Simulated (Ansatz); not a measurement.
Cr3NiC (anti-perovskite, Pm-3m) is relaxed with plane-wave PAW PBE (Ansatz code). What lattice parameters of the conventional cell result?

a = 3.790 Å.

Is it a metal or does it have a gap at this level?

No gap at this level.

The start of the workflow was typed in or built on a structure type; neither database checked (COD, Materials Project) lists it. Its standing as an ambient phase is unchecked. Symmetry was held in the PBE relaxation; its stability against distortions is not shown here. The workflow began spin-polarised and lost its moments.

Potentials: the earlier of the program's two PAW sets.
